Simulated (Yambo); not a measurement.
Yambo run on AlP (zinc blende, space group F-43m, No. 216). The wavefunctions are PBE (pw.x of Quantum ESPRESSO, ONCV potentials, scalar-relativistic) ones on a 4×4×4 mesh (4 occupied bands); a = 3.8700 Å, b = 3.8700 Å, c = 3.8700 Å, α = 60.00°, β = 60.00°, γ = 60.00°.

Yambo input:

```
rim_cut
gw0
dyson
el_el_corr
HF_and_locXC
ppa
em1d
RandQpts= 1000000
RandGvec= 1 Ry
EXXRLvcs= 44 Ry
VXCRLvcs= 176 Ry
Chimod= "HARTREE"
% BndsRnXp
 1 | 148 |
%
NGsBlkXp= 14 Ry
% LongDrXp
 1.0 | 1.0 | 1.0 |
%
PPAPntXp= 10 eV
% GbndRnge
 1 | 148 |
%
GTermKind= "BG"
DysSolver= "n"
ExtendOut
% QPkrange
 1 | 1 | 4 | 5 |
 7 | 7 | 5 | 5 |
%
```

k points by index: 1 = Γ, 7 = X.

The o-*.qp file then holds:

```
#    K-point    Band    Eo [eV]    E [eV]    E-Eo [eV]    Vxc [eV]    Vnlxc [eV]    Sc|Eo [eV]    Sc|E [eV]    dSc/dw|Eo [eV]    Re(Z)    Im(Z)
#
    1    4    0.000000    -0.711838    -0.711838    -11.88937    -14.09187    1.267556    1.490662    -8.527170    0.761397    -0.001816
    1    5    3.224031    3.412803    0.188772    -10.04444    -5.550913    -4.249512    -4.304755    -7.956110    0.773761    -0.001783
    7    5    1.589966    1.681618    0.091652    -8.244402    -4.532034    -3.596345    -3.620715    -7.224102    0.790210    -0.001717
```
(The two width columns are left out.) Convergence of these settings isn't established.

Geometry of the Materials Project entry, not relaxed at this level.
